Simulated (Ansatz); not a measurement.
How settings move the G0W0 gap of CdTe (F-43m)

CdTe (F-43m) from a database structure, relaxed with r2SCAN; one-shot G0W0 in Ansatz without spin-orbit coupling. Calculated for a static, non-magnetic cell.

Space group F-43m (No. 216). a = 6.560 Å, b = 6.560 Å, c = 6.560 Å, α = 90.00°, β = 90.00°, γ = 90.00°

| atom | site | symmetry | x | y | z |
| --- | --- | --- | --- | --- | --- |
| Cd | 4a | -43m | 0.0000 | 0.0000 | 0.0000 |
| Te | 4d | -43m | 0.2500 | 0.2500 | 0.7500 |

Gaps are read over the mesh points alone. G0W0 values are finite-basis, finite-mesh values.

| start | potentials | frequency model | mesh | empty bands | screening cutoff (eV) | Kohn-Sham gap (eV) | G0W0 gap (eV) |
| --- | --- | --- | --- | --- | --- | --- | --- |
| PBE | PAW | contour deformation | 4×4×4 | 210 | 120 | 0.65 | 1.22 |
| PBE | PAW | contour deformation | 4×4×4 | 522 | 220 | 0.65 | 1.19 |
| PBE | PAW | contour deformation | 4×4×4 | 960 | 300 | 0.65 | 1.19 |
| HSE06 | PAW | contour deformation | 4×4×4 | 522 | 220 | 1.53 | 1.76 |
| r2SCAN | PAW | contour deformation | 4×4×4 | 522 | 220 | 1.15 | 1.55 |
| PBE0 | PAW | contour deformation | 4×4×4 | 522 | 220 | 2.16 | 1.97 |
| PBE | PAW | Godby-Needs pole | 4×4×4 | 522 | 220 | 0.65 | 1.31 |
| PBE | PAW | contour deformation | 8×8×8 | 114 | 80 | 0.66 | 1.31 |
| PBE | norm-conserving | contour deformation | 4×4×4 | 522 | 220 | 0.65 | 1.17 |

Over the mesh points the PBE gap of 0.65 eV becomes a quasiparticle gap of 1.19 eV (direct at Γ), a change of +0.54 eV. Renormalisation factors Z lie between 0.70 and 0.75.

Raising bands and cutoff together moves the gap by -0.03 eV (120 to 220 eV), then 0.00 eV (220 to 300 eV); the last step is small, which bounds nothing strictly. Starting from HSE06 (1.53 eV against PBE's 0.65 eV) gives 1.76 eV, +0.57 eV from G0W0@PBE at the same screening cutoff. Starting from r2SCAN (1.15 eV against PBE's 0.65 eV) gives 1.55 eV, +0.36 eV from G0W0@PBE at the same screening cutoff. Starting from PBE0 (2.16 eV against PBE's 0.65 eV) gives 1.97 eV, +0.78 eV from G0W0@PBE at the same screening cutoff. The Godby-Needs plasmon pole differs from contour deformation by +0.12 eV. Norm-conserving potentials (wave cutoff 1120 eV against 420 eV) shift the quasiparticle gap by -0.02 eV and the PBE gap by 0.00 eV. On these meshes the dielectric constant comes out too large, which adds an error that these runs don't bound. r2SCAN runs take a wave cutoff of 500 eV.

The program warns that the k mesh is coarse for exact exchange in some of these runs, so their gaps aren't converged.

With a shallow d shell on the cation, G0W0 converges slowly in bands and cutoff, so these values are in doubt.
